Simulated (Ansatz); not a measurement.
GaP:
```
CELL_PARAMETERS angstrom
      0.00000     2.72581     2.72581
      2.72581     0.00000     2.72581
      2.72581     2.72581     0.00000
ATOMIC_POSITIONS crystal
  Ga 0.00000 0.00000 0.00000
  P  0.75000 0.75000 0.75000
```

x, y and z are the axes in which the lattice vectors are written.

Give the high-frequency dielectric tensor and the Born effective charge tensors of the independent atoms from DFPT, r²SCAN (plane waves, PAW; program Ansatz).


ε∞:
```
9.35  0.00  0.00
0.00  9.35  0.00
0.00  0.00  9.35
```
Z* of atom 1 (Ga), rows: field, columns: displacement, in e:
```
2.15  0.00  0.00
0.00  2.15  0.00
0.00  0.00  2.15
```
Z* of atom 2 (P), rows: field, columns: displacement, in e:
```
-2.15   0.00   0.00
 0.00  -2.15   0.00
 0.00   0.00  -2.15
```

Static charges for comparison (Bader): Ga1 +0.92, P2 -0.92 e. Born charges measure polarisation by displacement and can exceed these by far.

Space group F-43m (zinc blende). Symmetry was held in the r²SCAN relaxation. Spin–orbit coupling is left out wherever it is not named.

Potentials: the earlier of the program's two PAW sets.
